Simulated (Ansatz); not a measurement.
Consider the following.

ScSi2:
Space group P6/mmm (No. 191); a = b = 3.9734 Å, c = 3.5132 Å, α = β = 90.00°, γ = 120.00°

| atom | site | symmetry | x | y | z |
|---|---|---|---|---|---|
| Sc | 1a | 6/mmm | 0.0000 | 0.0000 | 0.0000 |
| Si | 2d | -6m2 | 0.3333 | 0.6667 | 0.5000 |

This is the LDA-relaxed structure.

### Question
All from DFT-LDA in the program Ansatz with PAW potentials, unless another level is named. Give the electronic character.

### Answer
metallic (no gap).

### Question
And the density of states at the Fermi level?

### Answer
0.63 states/eV per atom (mean over ±0.08 eV).

### Question
Predict the formation energy from the elements (no fitted shifts).

### Answer
-0.47 eV/atom.

The workflow started from an entry of the Crystallography Open Database (COD). Whether it is the stable phase at ambient conditions was not checked. Symmetry was held in the LDA relaxation. At this level the phase is mechanically unstable. No spin polarisation was allowed. The references are the lowest solids computed at this level, not always the standard phases.

Potentials: the later of the program's two PAW sets.
